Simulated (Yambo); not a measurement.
G0W0@PBEsol for K₂PdC₂ (space group P-3m1, No. 164) in Yambo (3×3×2 mesh, 8 Ry block, plasmon pole, screening fixed), without a terminator:

```
bands N in G  gap A → (0, 0.333, -0.5) (eV)  shift of the valence edge (eV)
------------  -----------------------------  ------------------------------
81                                    2.431                           0.014
139                                   2.519                          -0.265
220                                   2.606                          -0.435
```

**Question.** Extrapolate both columns to infinite N with E(N) = E∞ + A/N, test the form, and compare with the terminator.

**Answer.** From two points, E∞ = (N2 E2 − N1 E1)/(N2 − N1). The two largest N give 2.76 eV for the gap and -0.73 eV for the shift; the two smallest give 2.64 eV and -0.65 eV. For the gap the slopes A are -17 and -33 eV: the form isn't reached, and its limit is uncertain. For the shift the slopes A are 54 and 64 eV: the form isn't reached, and its limit is uncertain. With the Bruneval-Gonze terminator and 220 bands the run gives 2.70 eV and -0.61 eV, 0.05 eV and 0.11 eV from the extrapolated values: the terminator too is an estimate of the remainder. Block, mesh and the bands in W are held fixed.

Spin-orbit coupling is not included.

Geometry of the Materials Project entry, not relaxed at this level; primitive cell a = 5.1182 Å, b = 5.1182 Å, c = 5.2581 Å, α = 90.00°, β = 90.00°, γ = 120.00°.

The structure is a Materials Project entry; no match was found in the copy of COD used, and its stability was not checked.

A shift is the quasiparticle energy of the state minus its PBEsol energy.
